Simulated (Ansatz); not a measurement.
One crystal and one scan (energy against volume) at two levels, r2SCAN (plane waves to 500 eV, PAW, scalar-relativistic; Ansatz, a quantum-chemistry and plane-wave program) and PBE (plane waves to 420 eV, PAW, scalar-relativistic; Ansatz), each from its own relaxed cell and on its own mesh. The cell shown is that of r2SCAN.

ZnCu2SnSe4 (kesterite type, space group I-4)

```yaml
crystal:
  lattice:
    - [-2.84961, 2.84961, 5.69125]
    - [2.84961, -2.84961, 5.69125]
    - [2.84961, 2.84961, -5.69125]
  atoms:
    - { symbol: Cu, position: [0.00000, 0.00000, 0.00000] }
    - { symbol: Cu, position: [0.75000, 0.25000, 0.50000] }
    - { symbol: Zn, position: [0.25000, 0.75000, 0.50000] }
    - { symbol: Sn, position: [0.50000, 0.50000, 0.00000] }
    - { symbol: Se, position: [0.63688, 0.62917, 0.52591] }
    - { symbol: Se, position: [0.10326, 0.11097, 0.47409] }
    - { symbol: Se, position: [0.37083, 0.89674, 0.00771] }
    - { symbol: Se, position: [0.88903, 0.36312, 0.99229] }
```

Equation-of-state scan: isotropic scaling of the cell above, V₀ being its volume. The atoms relax within the cell's symmetry.

E stands for the smeared free energy. ZnCu2SnSe4 is run without spin polarisation. ZnCu2SnSe4 was relaxed with its symmetry unable to fall. With the shape held, the modulus is that of even scaling; a crystal free to change shape is softer. Percentages come from the unrounded values. Both scans cover V/V₀ from 0.840 to 1.160.

Results of r2SCAN:

| Property | Value |
|---|---|
| Lattice constant a (Å) | 5.699 |
| Lattice constant c (Å) | 11.38 |
| Relaxed volume (Å³/atom) | 23.11 |
| Pressure at the smallest volume (GPa) | 17.0 |
| Energy cost of the largest compression (meV/atom) | 166 |
| Energy cost of the largest expansion (meV/atom) | 89 |
| Bulk modulus at fixed cell shape B₀ (third-order Birch-Murnaghan fit) (GPa) | 64.0 |
| Pressure for 5 % compression (fit) (GPa) | 3.7 |

Task: Estimate the PBE values.

Result: 
```json
[
 {"quantity": "Lattice constant a (Å)", "PBE": "5.764", "r2SCAN − PBE": "-0.065 (-1.1 %)"},
 {"quantity": "Lattice constant c (Å)", "PBE": "11.53", "r2SCAN − PBE": "-0.15 (-1.2 %)"},
 {"quantity": "Relaxed volume (Å³/atom)", "PBE": "23.93", "r2SCAN − PBE": "-0.82 (-3.4 %)"},
 {"quantity": "Pressure at the smallest volume (GPa)", "PBE": "14.9", "r2SCAN − PBE": "+2.1 (+14 %)"},
 {"quantity": "Energy cost of the largest compression (meV/atom)", "PBE": "150", "r2SCAN − PBE": "+16 (+10 %)"},
 {"quantity": "Energy cost of the largest expansion (meV/atom)", "PBE": "80", "r2SCAN − PBE": "+9 (+11 %)"},
 {"quantity": "Bulk modulus at fixed cell shape B₀ (third-order Birch-Murnaghan fit) (GPa)", "PBE": "55.9", "r2SCAN − PBE": "+8.1 (+15 %)"},
 {"quantity": "Pressure for 5 % compression (fit) (GPa)", "PBE": "3.2", "r2SCAN − PBE": "+0.5 (+14 %)"}
]
```

r2SCAN gives the higher value for: pressure at the smallest volume; energy cost of the largest compression; energy cost of the largest expansion; bulk modulus at fixed cell shape B₀; pressure for 5 % compression. r2SCAN gives the lower value for: lattice constant a; lattice constant c; relaxed volume. (PBE) At this level the bands of ZnCu2SnSe4 touch or barely overlap.

(Under strain, the slope of the energy per volume gives the stress and its curvature an elastic modulus.)
